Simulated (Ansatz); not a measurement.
Crystals of one structure type (rock salt) and one family of elements, relaxed and computed with the program Ansatz at the PBE level (PAW).

```csv
crystal,V (Å³/atom),gap (eV)
BeS,12.40,?
CaO,14.09,3.66
SrO,17.53,3.33
BaO,21.64,2.10
CaS,23.29,2.38
CaSe,26.44,2.08
BaS,33.21,2.23
```

Fit a straight line to E_g against V and predict the withheld value.

Least squares on the 6 shown rows: E_g = -0.081 × V + (4.469), with a scatter of 0.38. For BeS this gives 3.46. The run itself gave 0.97, outside the scatter: the line misses something about this case.

Typed or built starts, not in the databases checked: BeS, rock salt. All cells were relaxed under the symmetry of their starts (and spin orders); stability against distortions was not tested throughout. Spin–orbit coupling is left out wherever it is not named.

Potentials: the later of the program's two PAW sets.
